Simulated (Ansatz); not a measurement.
ZrSe2 (fluorite, Fm-3m), PBE in the plane-wave PAW code Ansatz, all energies at zero smearing, with the estimated change up to a 700 eV cutoff added, with one set of potentials and settings (totals compare only within such a set). Cell of 3 atoms (1 Zr, 2 Se): -15125.068 eV.

```csv
element,reference phase,E (eV/atom)
Zr,"P6_3/mmc, 2 atoms in the cell",-4183.8362
Se,"P3_121, 3 atoms in the cell",-5469.0798
```

Formation energy per atom, worked out: (-15125.068 − 1×(-4183.8362) − 2×(-5469.0798))/3 = -1.024 eV/atom (-99 kJ per mol of atoms), at 0 K, without zero-point energy or fitted corrections.

A made-up cell: these elements were put on the sites of a structure type; neither database checked (COD, Materials Project) lists it. COD files the formula under space group No. 164, so this cell is another polymorph or a model. Its standing as an ambient phase is unchecked. The PBE relaxation kept the symmetry of its start; whether a distortion lowers the energy is not shown. The run is not spin-polarised. The references are the lowest solids computed at this level, not always the standard phases.

Potentials: the later of the program's two PAW sets.
